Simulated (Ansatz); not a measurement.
MoIr:
```
MoIr
1.0
    0.00000     2.58782     2.58782
    2.58782     0.00000     2.58782
    2.58782     2.58782     0.00000
Ir Mo
1 1
Direct
  0.00000   0.00000   0.00000
  0.50000   0.50000   0.50000
```

Relaxed with PBE. Special points in fractions of this cell's reciprocal vectors: Γ (0.000, 0.000, 0.000); X (0.500, 0.000, 0.500); U (0.625, 0.250, 0.625); K (0.375, 0.375, 0.750); L (0.500, 0.500, 0.500); W (0.500, 0.250, 0.750).

Task: List the band energies nearest the Fermi level at these points for PBE (plane waves, PAW; program Ansatz).

Result: In eV from the Fermi level; about four levels below and three above (degenerate sets whole), none deeper than 8.9 eV; … stands for higher levels left out; points with the same levels are listed once.

| k | below | above |
|---|---|---|
| Γ | -5.56 -5.56 -4.94 -4.94 -4.94 | 2.15 2.15 2.15 |
| X | -4.05 -1.64 -1.64 -0.79 | 0.48 0.48 2.38 |
| U | -4.00 -3.37 -2.10 -0.16 | 0.47 0.82 1.13 |
| L | -1.89 -1.89 -0.62 -0.05 -0.05 | 2.01 … |
| W | -4.48 -2.59 -1.61 -1.16 | 0.43 0.82 0.82 |

Space group Fm-3m (rock salt). The start of the workflow was typed in or built on a structure type; neither database checked (COD, Materials Project) lists it. COD files the formula under space group No. 51. Its standing as an ambient phase is unchecked. The cell was relaxed with PBE under the symmetry of its start; whether a distortion lowers the energy is not shown. The run is not spin-polarised. The volume moved by 17 % from the start of the relaxation. Its formation energy is positive at this level, so the cell may be metastable or incomplete. Scalar-relativistic: spin–orbit coupling is off unless named, which matters more the heavier the elements.

Potentials: the later of the program's two PAW sets.
